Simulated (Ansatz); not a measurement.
input.yaml (Ansatz)

```yaml
crystal:
  lattice:
    - [2.8066656924, 0.0, 0.0]
    - [-1.4033328462, 2.4306437896, 0.0]
    - [0.0, 0.0, 4.9874972504]
  atoms:
    - { symbol: Ta, position: [0.3333333333, 0.6666666667, 0.25] }
    - { symbol: Ta, position: [0.6666666667, 0.3333333333, 0.75] }
hamiltonian:
  xc: r2scan
  pseudopotentials:
    kind: paw
    azcp:
      Ta: "pseudopotentials/Ta.paw.azcp"
basis:
  ecutwfc: 500
  fft_grid_basis: typed
kpoints:
  mp_grid: { grid: [14, 14, 7], shift: [0, 0, 0] }
magnetization:
  spin_polarized: false
scf:
  occupations: { method: fermi_dirac, width: 0.1 }
  lower_state_search: "off"
output:
  stress: true
  write_density: true
  write_potential: true
  elf: true
  volumetric_format: npy
```

and its output:

```
Engine: ansatz 0.2.0, x86_64-unknown-linux-gnu
Pseudopotentials: kind: paw
Pseudopotential: Ta, paw, valence charge 13, recommended cutoff 500 eV (meta_gga) 
Functional definition: r2SCAN
  parameter k0 = 0.174
  parameter k1 = 0.065
  parameter a1 = 4.9479
  exchange = r2scan_x(k0 = k0, k1 = k1, a1 = a1)
  correlation = r2scan_c
Crystal: 2 atoms, lattice volume = 34.025 Å³
Basis set: ecut = 500 eV, 859 PW (Γ), exchange–correlation on 96×96×160 points (64 copies of the dense FFT grid, shifted against one another)
Bands: 17, of which v1, the nominal top of the filled ones, is band 13 counted from 1 (12 counted from 0)
Symmetry: 24 space group operations
Space group: P63/mmc (ITA 194), of the structure as read, at distance tolerance 3.2e-5 Å
k-points: 96 of 1372
Non-local potential: Ta, projectors of the file, l = 0: 3, l = 1: 2, l = 2: 2, l = 3: 1
PAW form: soft (Blöchl's): semilocal exchange-correlation on the pseudo side does not see the compensation charge
PAW frozen core: Ta, regenerated for the run's functional (the file was generated under x = pbe(κ = 0.804, μ = 0.2195149727645171), c = pbe(β = 0.06672455060314922))
PAW one-centre angular grid: Ta, 590 points (default); XC on 160 Gauss nodes
Initial density: superposition of atomic densities (neutral atoms: chi_scale 0, normalization atom), corrected by the library's trained network
Initial wavefunctions: pseudopotential atomic-orbital guess
Functional: x = r2scan, c = r2scan; τ floored in thin density (d = 2e-4 eV/Å³)
SCF iter   1: F=-19887.893937 eV  HF=-19887.854190 eV  |F-HF|=3.97e-2  |Δ(HF+E_count)|=         —  Δρ=9.07e-3  dr2=1.44e-2  dr2_τ=4.12e-2  ethr=1.77e-3  ⟨swp⟩=5.4  Hψ=8444  notcnv=0
SCF iter   2: F=-19887.898321 eV  HF=-19887.898206 eV  |F-HF|=1.15e-4  |Δ(HF+E_count)|=   4.40e-2  Δρ=5.72e-3  dr2=5.55e-3  dr2_τ=5.71e-4  ethr=5.54e-5  ⟨swp⟩=2.1  Hψ=3377  notcnv=0
SCF iter   3: F=-19887.899274 eV  HF=-19887.899249 eV  |F-HF|=2.44e-5  |Δ(HF+E_count)|=   1.04e-3  Δρ=7.09e-4  dr2=1.27e-4  dr2_τ=3.51e-5  ethr=2.14e-5  ⟨swp⟩=2.0  Hψ=2499  notcnv=0
SCF iter   4: F=-19887.899283 eV  HF=-19887.899279 eV  |F-HF|=4.59e-6  |Δ(HF+E_count)|=   2.96e-5  Δρ=3.16e-4  dr2=2.27e-5  dr2_τ=1.20e-6  ethr=4.90e-7  ⟨swp⟩=2.4  Hψ=3008  notcnv=0
SCF iter   5: F=-19887.899286 eV  HF=-19887.899286 eV  |F-HF|=3.92e-7  |Δ(HF+E_count)|=   7.29e-6  Δρ=6.33e-5  dr2=7.92e-7  dr2_τ=9.21e-8  ethr=8.73e-8  ⟨swp⟩=2.4  Hψ=2126  notcnv=0
SCF iter   6: F=-19887.899286 eV  HF=-19887.899286 eV  |F-HF|=4.15e-8  |Δ(HF+E_count)|=   4.38e-7  Δρ=1.70e-5  dr2=4.95e-8  dr2_τ=5.90e-9  ethr=3.85e-10  ⟨swp⟩=10.1  Hψ=11805  notcnv=0
SCF 1 converged in 6 iterations: F = -19887.899286 eV  dr2 = 4.95e-8
SCF converged after 6 iterations
Free energy (F): -19887.899286 eV
Harris-Foulkes:  -19887.899286 eV  (|F-HF|=4.15e-8)
Internal energy: -19887.827452 eV  (E = F + TS)
E sigma→0 (E₀):  -19887.863369 eV
Entropy (-TS):   -0.071835 eV (-35.917 meV/atom)
Fermi energy:    20.200920 eV
--- Per-component energies (eV) ---
  E_band       = -198.128860
  E_kinetic    = 739.852746
  E_local      = -1037.550692  (includes V_loc(G=0)·N_el)
  E_nonlocal   = 31.863292
  E_hartree    = 366.922929
  E_xc         = -410.613867
  E_vxc        = -446.808156  (∫ρ·V_xc dr)
  E_paw        = -16846.915637  (= ΣΔE_a)
  E_vpaw       = -241.991394  (= ΣTr[D̂ρ^β])
  E_aug_tail   = 0.000168  (compensation charges beyond the density's cutoff)
  E_vtau       = 22.660625  (kinetic-family band-sum trace: ∫τ·v_τ [+ j·A + Jᵃ·Aᵃ] dr)
  E_ewald      = -2729.873832
  E_core_change = -1.512561  (= ΣΔE_core)
  E_smearing   = -0.071835  (= −TS)
  E_closure    = 0.000000  (closes the sum)
  Σ components = -19887.899286   (vs F -19887.899286, Δ=0.00e0)
--- Stress (GPa, compression-positive) ---
       20.177592       0.000000       0.000000
        0.000000      20.177592       0.000000
        0.000000       0.000000      18.081830
  P = ⅓ Tr σ = 19.4790 GPa (194.790 kbar)
--- Band table (eV; the first three rows and the last of 96) ---
  k-point 0: bands = ["-48.9743", "-48.8700", "-15.5302", "-14.3153", "-14.1902", "-14.1902", "-14.0732", "-14.0732", "11.2371", "14.7229", "19.4929", "20.2044", "20.8746", "20.8746", "21.5570", "21.5570", "23.7448"]
  k-point 1: bands = ["-48.9692", "-48.8752", "-15.4742", "-14.3802", "-14.1845", "-14.1845", "-14.0791", "-14.0791", "11.4464", "14.6562", "19.3820", "19.8644", "20.8478", "20.8478", "21.4692", "21.4692", "23.9506"]
  k-point 2: bands = ["-48.9548", "-48.8898", "-15.3152", "-14.5591", "-14.1683", "-14.1683", "-14.0954", "-14.0954", "12.0353", "14.3762", "19.1113", "19.2100", "20.8212", "20.8212", "21.2586", "21.2586", "24.4798"]
  k-point 95: bands = ["-48.7641", "-48.7622", "-15.3624", "-15.3424", "-15.1127", "-15.0567", "-14.5295", "-14.5106", "17.0267", "17.2802", "18.0654", "18.1673", "19.4605", "19.5772", "21.8539", "22.4057", "26.0960"]
```

Launched by

```sh
ansatz run input.yaml --threads 1 --pin off --max-ram 3584MiB --backend cpu --events-out ev --progress --plain --runs-dir out
```

On 1 thread of Intel(R) Xeon(R) Platinum 8259CL CPU @ 2.50GHz (Skylake/Cascade Lake) (shared host) this took about 11 s of wall time and 11 s of CPU time.
